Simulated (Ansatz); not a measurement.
## Ba$_{3}$Ga$_{2}$S$_{6}$: levels and charges under dearer methods

A database entry relaxed whole under r2SCAN at zero pressure (C2/c, No. 15):

```
CELL_PARAMETERS angstrom
4.55344 -7.25381 0.00130
4.55344 7.25381 0.00130
-0.28312 0.00000 9.11197
ATOMIC_POSITIONS crystal
Ba 0.54176 0.26518 0.49043
Ba 0.73482 0.45824 0.00957
Ba 0.45824 0.73482 0.50957
Ba 0.26518 0.54176 0.99043
Ba 0.96426 0.03574 0.25000
Ba 0.03574 0.96426 0.75000
Ga 0.65455 0.98038 0.93236
Ga 0.01962 0.34545 0.56764
Ga 0.34545 0.01962 0.06764
Ga 0.98038 0.65455 0.43236
S 0.91935 0.20222 0.95804
S 0.79778 0.08065 0.54196
S 0.08065 0.79778 0.04196
S 0.20222 0.91935 0.45804
S 0.36774 0.27001 0.16614
S 0.72999 0.63226 0.33386
S 0.63226 0.72999 0.83386
S 0.27001 0.36774 0.66614
S 0.91688 0.53089 0.66673
S 0.46911 0.08312 0.83327
S 0.08312 0.46911 0.33327
S 0.53089 0.91688 0.16673
```

Its volume is 27.36 Å³ an atom, +1.4 % against the entry's 26.98, a measured cell (1984, 293 K).

Single points on this cell with plane-wave PAW DFT (Ansatz 0.2.0; r2SCAN 500 eV, hybrids 420 eV; fermi-dirac occupations of width 0.020 eV; no moments): r2SCAN on a 4×4×4 Γ-centred mesh; r2SCAN with spin-orbit coupling on a 2×2×2 Γ-centred mesh; HSE06 on a 2×2×2 Γ-centred mesh; PBE0 on a 2×2×2 Γ-centred mesh.

Problem. How do gap, pressure and charges move from level to level?

Solution. The runs give:

```csv
level,"gap (eV), or kind",pressure (GPa),Bader charge of Ba (e),Bader charge of Ga (e),Bader charge of S (e)
r2SCAN,3.08,0.0,+1.53,+1.29,-1.19
r2SCAN with spin-orbit coupling,3.07,0.0,+1.53,+1.29,-1.19
HSE06,3.72,0.0,+1.53,+1.32,-1.21
PBE0,4.43,-0.1,+1.53,+1.32,-1.21
```

Under r2SCAN the gap is 3.08 eV, over mesh and band path. HSE06 moves it by +0.64 eV and PBE0 by +1.35 eV; PBE0 keeps its exact exchange at long range, which widens the gap over HSE06's by 0.71 eV on their common mesh. Spin-orbit coupling moves the r2SCAN gap by -0.01 eV.

Caveats: the relaxation kept the start's symmetry; HSE06 is read on its mesh and at the zone's corners, PBE0 on its mesh alone; hybrid pressures are good to a few tenths of a GPa; pressure is positive in compression.
